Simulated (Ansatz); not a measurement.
The lowest calculated structure of MgF2 and denser ones, each relaxed at zero pressure. Method: PBEsol (plane waves to 420 eV, PAW, scalar-relativistic; Ansatz, a first-principles code).

| structure | E − E(first row) (eV/atom) | V (Å³/atom) |
|---|---|---|
| P4₂/mnm, tP6, rutile type, non-magnetic | 0 | 10.98 |
| Pa-3, cP12, non-magnetic | 0.053 | 10.13 |
| Pnma, oP12, non-magnetic | 0.094 | 10.16 |

### Question
Estimate from H = E + PV, with the volumes held at these values, the pressure at which each denser structure becomes favourable. Which of these comes first?

### Answer
The enthalpies cross at P = ΔE / (−ΔV); 1 eV/Å³ is 160.2 GPa.
- Pa-3, cP12, non-magnetic: 0.053 / (10.98 − 10.13) × 160.2 ≈ 10.0 GPa
- Pnma, oP12, non-magnetic: 0.094 / (10.98 − 10.16) × 160.2 ≈ 18 GPa

First among these: Pa-3, cP12, non-magnetic, near 10.0 GPa. This leaves out the compression of both phases, so the common tangent of the full E(V) curves can lie elsewhere, the more so the higher the pressure.

1 run with a doubtful electronic state, a coarser numerical grid, an end not at rest or a source that can't be used is left out. 4 generated cells of layers, chains or molecules, poorly bound without dispersion, are left out. Each run could gain symmetry but not lose that of its start, so entries can be saddle points. From databases, or of a type measured for this composition: P4₂/mnm, tP6, rutile type, non-magnetic; Pa-3, cP12, non-magnetic; the others are generated cells (placed on structure types, drawn at random, substituted or restacked) that were not matched to a known phase here. Each structure is listed in the lowest spin state found for it. Energies are at zero temperature and pressure, without zero-point motion. The runs use different k-meshes, so differences are rounded accordingly. No spin polarisation in the result. Gaps of cells over 8 atoms come from the SCF mesh and high-symmetry points alone.
